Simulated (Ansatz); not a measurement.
The start is a generated cell, Ni built in the AFLOW prototype A_oC8_64_f (A14, as in I). The cell and all atomic positions are relaxed at zero pressure with PBE (plane waves to 420 eV, PAW, scalar-relativistic; Ansatz, a program for electronic structure). The first steps use a coarse 13×13×5 k-mesh.

The start:
```
CELL_PARAMETERS angstrom
      2.29615    -1.50300     0.00000
      2.29615     1.50300     0.00000
      0.00000     0.00000     6.31886
ATOMIC_POSITIONS crystal
  Ni 0.84515 0.15485 0.11750
  Ni 0.15485 0.84515 0.88250
  Ni 0.34515 0.65485 0.38250
  Ni 0.65485 0.34515 0.61750
```
Spin-polarised start, with parallel moments on Ni.

| Item | Result |
|---|---|
| Outcome | The space group goes from Cmce (No. 64) to Fm-3m (No. 225); the end is fcc (Cu type), with 1 atom in the primitive magnetic cell |
| Energy released | about 1.5 eV/atom |
| Band gap at the end | zero (metallic) |
| Moments at the end | net 0.63 μB/atom, ferromagnetic |
| Optimiser moves | 13 |

Final values are on a 23×23×23 k-mesh of the relaxed cell. The start holds a very short contact (Ni–Ni 1.75 Å). Spin state reached: ferromagnetic (net 0.63 μB/atom), from parallel starting moments; other spin orders were not run from this start.

The run could not lose the symmetry of its start; a randomly shaken copy of 2 atoms returns to this structure.
